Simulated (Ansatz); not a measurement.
## Notes on BaTiO3

```
Ba Ti O
1.0
     4.06376    0.00000    4.06376
     0.00000    4.06376    0.00000
     4.06376    0.00000   -4.06376
Ba Ti O
2 2 6
Cartesian
  0.0000 0.0000 0.0000
  4.0638 0.0000 0.0000
  2.0319 2.0319 -2.0319
  2.0319 2.0319 2.0319
  2.0319 2.0319 0.0000
  6.0956 2.0319 0.0000
  4.0638 2.0319 -2.0319
  4.0638 2.0319 2.0319
  2.0319 0.0000 -2.0319
  2.0319 0.0000 2.0319
```

Method: r2SCAN, no spin polarisation; PAW, plane waves to 500 eV, 5×6×5 Γ-centred mesh, fermi-dirac occupations (width 0.1 eV) (Ansatz 0.2.0), atoms fixed.

(1) What is the formation energy?

(2) What does the stress say?

(3) Give the Bader charges.

(4) What do density and ELF say about some of the short contacts?

(5) What is the band gap?

Origin: a database entry at a rescaled volume.

## Answers

(1) -3.38 eV an atom against the elements' usual phases (free molecules for gases, crystals otherwise, with no correction for O₂ or N₂), so it is bound against them; other compounds may still compete. Relaxing would lower it.

(2) The pressure is -8.4 GPa (compression positive), so with the atoms held at these fractions the cell would first shrink.

(3) Bader charges in e: Ba +1.59, Ti +2.32, O -1.30. In the mean Ti gives up most and O takes most.

(4) Ti–O at 2.03 Å: least valence density 0.59 e/Å³ and ELF 0.19 there. Ba–O at 2.87 Å: least valence density 0.16 e/Å³ and ELF 0.07 there, a closed-shell (ionic or weak) contact. Both are smooth PAW fields, read partly inside the augmentation spheres.

(5) The gap is 2.04 eV, indirect (the least direct gap found is 2.09 eV).
